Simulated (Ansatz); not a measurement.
Relaxed-ion elastic tensor of YSe (rock salt, Fm-3m) in GPa (Voigt order), PBEsol (plane waves, PAW; program Ansatz); density 6.06 g/cm³, 23.02 Å³ per atom.

```
 220  20.9  20.9   0.0   0.0   0.0
20.9   220  20.9   0.0   0.0   0.0
20.9  20.9   220   0.0   0.0   0.0
 0.0   0.0   0.0  15.2   0.0   0.0
 0.0   0.0   0.0   0.0  15.2   0.0
 0.0   0.0   0.0   0.0   0.0  15.2
```

**Question.** Is the crystal mechanically stable?

**Answer.** Yes: the smallest eigenvalue of C is 15.2 GPa.

**Question.** Work out the Voigt, Reuss and Hill averages.

**Answer.** K_V = 87.2, K_R = 87.2, K_H = 87.2; G_V = 48.9, G_R = 23.0, G_H = 35.9 GPa.

**Question.** Give Young's modulus, Poisson's ratio, Pugh's ratio and the universal anisotropy index.

**Answer.** E = 9KG/(3K + G) = 94.8 GPa; ν = 0.32; K/G = 2.43 (ductile by the Pugh limit of 1.75); A_U = 5G_V/G_R + K_V/K_R − 6 = 5.65.

**Question.** Estimate the sound speeds and the Debye temperature.

**Answer.** v_l = √((K + 4G/3)/ρ) = 4720 m/s, v_t = √(G/ρ) = 2440 m/s, mean 2730 m/s; Θ = (h/k)(3n/4πV)^(1/3) v_m = 286 K.

**Question.** Give the Zener ratio and Young's modulus along [100], [110] and [111].

**Answer.** A = 2C44/(C11 − C12) = 0.15; 1/E = S11 − 2(S11 − S12 − S44/2)Γ with Γ = 0, 1/4, 1/3 gives 216, 53.8, 43.0 GPa.

The workflow started from an entry of the Crystallography Open Database (COD). Whether it is the stable phase at ambient conditions was not checked. The cell was relaxed with PBEsol under the symmetry of its start; of distortions, only those at the zone centre were tested. The run is not spin-polarised. With an odd number of electrons in the cell and no spin polarisation, the count alone makes it a metal. As this level gives no gap, shear constants depend on the k-mesh and smearing (Fermi–Dirac, 0.1 eV here).

Potentials: the later of the program's two PAW sets.
